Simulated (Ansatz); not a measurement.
## Notes on a calculation: AlB2-type GdGa₂

**What was measured.** A cell as deposited of hexagonal GdGa2 (space group P6/mmm), temperature not stated, from the Crystallography Open Database (1981), has a, c = 4.223, 4.137 Å and 21.30 Å³/atom.

Method: PBEsol, scalar-relativistic; collinear spin; PAW, 420 eV, Γ-centred 10×10×8 mesh, 0.05 eV Gaussian smearing; code Ansatz. The datasets are Ansatz's generated set soft_2.

The start was a prototype's sites filled with these elements; the Crystallography Open Database holds the compound in this structure.

The start, 1 % over the database's volume:

```
Gd Ga
1.0
     4.09800    0.00000    0.00000
    -2.04900    3.54897    0.00000
     0.00000    0.00000    4.43716
Gd Ga
1 2
Direct
  0.00000 0.00000 0.00000
  0.33333 0.66667 0.50000
  0.66667 0.33333 0.50000
```

Starting moments (μB, in the order of the atoms): 7.0, 0.0, 0.0.

The steps in volume:

```tsv
run	level	k-mesh	kind	V (Å³/atom)	P (GPa)	E − E(final) (meV/atom)	gap on the mesh (eV)	largest moment (μB)
1	PBEsol	10×10×8	cell and atoms relaxed	20.61	0.0	0.0	metal	7.03
```

The final structure (symmetry read at 0.01 Å). The structure is hexagonal, space group P6/mmm (No. 191). Conventional cell: a = 4.185 Å, b = 4.185 Å, c = 4.076 Å, α = 90.00°, β = 90.00°, γ = 120.00°. Gd (site symmetry 6/mmm) has 12 Ga at 3.16 Å as nearest neighbours. Ga (site symmetry -6m2) has 3 Ga at 2.42 Å as nearest neighbours. (Shells end 15 % past the nearest neighbour.)

```json
{"atom": "Gd", "site": "1a", "symmetry": "6/mmm", "x": "0.0000", "y": "0.0000", "z": "0.0000"}
{"atom": "Ga", "site": "2d", "symmetry": "-6m2", "x": "0.3333", "y": "0.6667", "z": "0.5000"}
```

At the final geometry the gap, band path included, is zero (metallic) and the site spin moments are Gd 7.03 μB. The equation of state gives B0 = 75 GPa. Against the elements' standard states, run alike and uncorrected, the formation energy is -0.70 eV/atom. The runs in the table took roughly 3 core-minutes.

**Comparison.** The computed cell (4.185, 4.076 Å, 20.61 Å³/atom) differs from the database's by −3.2 % in volume, about −1.1 % in length. That is a large miss for PBEsol, or the entry is off.

Without a U the 4f levels of Gd lie too near the Fermi level, so their share of the states there, and what hangs on it, is overstated. Spin–orbit coupling, which matters for such heavy elements, is left out. The run wasn't fully tested for a lower electronic state. Site moments are of spin, integrated over atomic spheres. Only parallel moments were tried, so the real magnetic order may be another.
